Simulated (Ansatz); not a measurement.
The slice is one period of a {100} plane through atoms; its size isn't given.

All values below come from PBE (plane waves to 420 eV, PAW, scalar-relativistic; Ansatz, a first-principles code). Near the nuclei the fields are pseudised (PAW); where an atom keeps semicore shells as valence, they peak there.

```
|99988765443333222223333445678899|
|99987655443333222223333445567899|
|88877654433332222222333344567788|
|88776554433322222222233344556778|
|77665544333322222222233334455667|
|66555443333222222222223333445556|
|55544433332222111112222333344455|
|44444333322221111111222233334444|
|44433333222211111111122223333344|
|33333332222111111111112222333333|
|33333322221111000001111222233333|
|33332222211110000000111122222333|
|33322222111100000000011112222233|
|22222221111000000000001111222222|
|22222221111000000000001111222222|
|22222221111000000000001111222222|
|22222221111000000000001111222222|
|22222221111000000000001111222222|
|33322222111100000000011112222233|
|33332222211110000000111122222333|
|33333322221111000001111222233333|
|33333332222111111111112222333333|
|44433333222211111111122223333344|
|44444333322221111111222233334444|
|55544433332222111112222333344455|
|66555443333222222222223333445556|
|77665544333322222222233334455667|
|88776554433322222222233344556778|
|88877654433332222222333344567788|
|99987655443333222223333445567899|
|99988765443333222223333445678899|
|99988765443333222223333445678899|
```
Scale: ten equal steps from -1.54 (start of '0') to 1.53 (end of '9'), in the order '0123456789'. Values: log₁₀ of the valence density in e/Å³. The map has 32 points along u (one character each, u = 0 at the left) and 32 along v (v = 0 in the bottom row). The scale is logarithmic, as a density can span decades between atoms and voids.

```
|xxxx-+#@@@@@@%#***#%@@@@@@#+-xxx|
|xxxx=*%@@@@@@#**+**#@@@@@@%*=xxx|
|xxx=+#%@@@@@%#*+++*#%@@@@@%#+=xx|
|--=+*#%@@@%%#*+===+*#%%@@@%#*+=-|
|++*##%%%%%%#*+==-==+*#%%%%%%##*+|
|##%%%%%%%%#*+=-----=+*#%%%%%%%%#|
|@@@@@%%%##*+=-:::::-=+*##%%%@@@@|
|@@@@@%%##*+=-::...::-=+*##%%@@@@|
|@@@@@%%#*+=-:.......:-=+*#%%@@@@|
|@@@@%%#*+=-:..     ..:-=+*#%%@@@|
|@@@@%#*+=-:..       ..:-=+*#%@@@|
|@@@%#*+=-:..         ..:-=+*#%@@|
|%%##*+=-:..           ..:-=+*##%|
|##**+=-::.             .::-=+**#|
|***+==-:..             ..:-==+**|
|**++=--:..             ..:--=++*|
|***+==-:..             ..:-==+**|
|##**+=-::.             .::-=+**#|
|%%##*+=-:..           ..:-=+*##%|
|@@@%#*+=-:..         ..:-=+*#%@@|
|@@@@%#*+=-:..       ..:-=+*#%@@@|
|@@@@%%#*+=-:..     ..:-=+*#%%@@@|
|@@@@@%%#*+=-:.......:-=+*#%%@@@@|
|@@@@@%%##*+=-::...::-=+*##%%@@@@|
|@@@@@%%%##*+=-:::::-=+*##%%%@@@@|
|##%%%%%%%%#*+=-----=+*#%%%%%%%%#|
|++*##%%%%%%#*+==-==+*#%%%%%%##*+|
|--=+*#%@@@%%#*+===+*#%%@@@%#*+=-|
|xxx=+#%@@@@@%#*+++*#%@@@@@%#+=xx|
|xxxx=*%@@@@@@#**+**#@@@@@@%*=xxx|
|xxxx-+#@@@@@@%#***#%@@@@@@#+-xxx|
|xxxx-+#@@@@@@%#***#%@@@@@@#+-xxx|
```
Scale: ten equal steps from 0.01 (start of ' ') to 0.66 (end of '@'), in the order ' .:-=+*#%@'. Values: electron localisation function (ELF). The map has 32 points along u (one character each, u = 0 at the left) and 32 along v (v = 0 in the bottom row). Points within 0.4 Å of a nucleus are blanked (x), as the pseudised field means little there.

Q: Which relaxed crystal do these maps come from?
A) BP (zinc blende)
B) BAs (zinc blende)
C) CuI (zinc blende)
D) InSb (zinc blende)

A: B, BAs (zinc blende). Atoms on the slice: As at (0.00, 0.00)

All were relaxed with their symmetry unable to fall. At this level the bands of InSb touch or barely overlap; measurements give the solid a gap. CuI is run without spin polarisation. Spin-orbit coupling is left out.
